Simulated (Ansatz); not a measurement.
Data:

Tl (simple cubic, space group No. 221), a = b = c = 3.1875 Å, α = β = γ = 90.00°.

This is the r²SCAN-relaxed structure.

**Question.** All from the program Ansatz at the r²SCAN level (PAW), unless another level is named. Give the density of states at the Fermi level.

**Answer.** 0.57 states/eV per atom (mean over ±0.08 eV).

**Question.** Predict the gap with spin–orbit coupling.

**Answer.** none (metallic).

Space group Pm-3m (simple cubic). The cell is a constructed one: a structure type filled with these elements; neither database checked (COD, Materials Project) lists it. It is not the phase usual at ambient conditions (space group No. 194). The cell was relaxed with r²SCAN under the symmetry of its start. At this level the phase is mechanically unstable. Spin–orbit coupling is left out wherever it is not named.

Potentials: the later of the program's two PAW sets.
